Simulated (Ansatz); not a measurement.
SnSe (rock salt)

Space group Fm-3m (No. 225); a = 5.9495 Å, b = 5.9495 Å, c = 5.9495 Å, α = 90.00°, β = 90.00°, γ = 90.00°

```tsv
atom	site	symmetry	x	y	z
Sn	4a	m-3m	0.0000	0.0000	0.0000
Se	4b	m-3m	0.5000	0.5000	0.5000
```
(The calculation used a cell of 2 atoms; values per cell refer to that cell.)

Equation-of-state scan: isotropic scaling of the cell above, V₀ being its volume. Symmetry pins the atoms to their sites.

These are PBEsol (plane waves to 420 eV, PAW, scalar-relativistic; Ansatz, a program for electronic structure) values and carry that method's errors. k mesh 10×10×10 (Γ-centred), Fermi-Dirac smearing 0.05 eV. E stands for the smeared free energy. Stress and pressure are positive under compression. SnSe was relaxed with its symmetry unable to fall. This is one of several known forms of SnSe; the measured ambient cells at hand have space group No. 62. ΔE is measured from the relaxed starting cell.

```csv
V/V₀,P (GPa),ΔE (eV/atom)
0.940,[?],[?]
0.955,2.83,0.0101
0.970,1.81,0.0043
0.985,[?],0.0011
1.000,0.00,0.0000
1.015,-0.80,0.0010
1.030,-1.55,0.0039
1.045,-2.23,0.0086
1.060,-2.87,0.0149
```

Question: Complete the blanks.

Answer: 
- 0.940, P (GPa): 3.93
- 0.940, ΔE (eV/atom): 0.0184
- 0.985, P (GPa): 0.87

(Under strain, the slope of the energy per volume gives the stress and its curvature an elastic modulus.)
